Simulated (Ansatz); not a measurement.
Q: Each is relaxed and computed with r²SCAN in the plane-wave PAW code Ansatz. Which is the only metal?
(A) GaGeTe, R-3m (Ga on 6c, Ge on 6c, Te on 6c)
(B) BaCu2S2, I4/mmm (Ba on 2a, Cu on 4d, S on 4e)
(C) LaGe2Pd2, I4/mmm (La on 2a, Ge on 4e, Pd on 4d)
(D) Rb2NaPdF6, I4/mmm (Pearson symbol tI20)

A: C, LaGe2Pd2, I4/mmm (La on 2a, Ge on 4e, Pd on 4d). LaGe2Pd2: metal; Rb2NaPdF6: gap 0.92 eV (indirect); BaCu2S2: gap 0.74 eV (direct); GaGeTe: gap 0.60 eV (direct). Spin orders computed, not proven ground states: Rb2NaPdF6, I4/mmm (Pearson symbol tI20) ferromagnetic. Standing as an ambient phase not checked: LaGe2Pd2, I4/mmm (La on 2a, Ge on 4e, Pd on 4d); Rb2NaPdF6, I4/mmm (Pearson symbol tI20); BaCu2S2, I4/mmm (Ba on 2a, Cu on 4d, S on 4e); GaGeTe, R-3m (Ga on 6c, Ge on 6c, Te on 6c). Weakly bound layers, chains or molecules computed without a dispersion correction, so cells and soft constants are ill determined: GaGeTe, R-3m (Ga on 6c, Ge on 6c, Te on 6c). All cells were relaxed under the symmetry of their starts (and spin orders); stability against distortions was not tested throughout. Rows with no word on spin ran without spin polarisation. Scalar-relativistic: spin–orbit coupling is off unless named, which matters more the heavier the elements.

Potentials: the later of the program's two PAW sets.
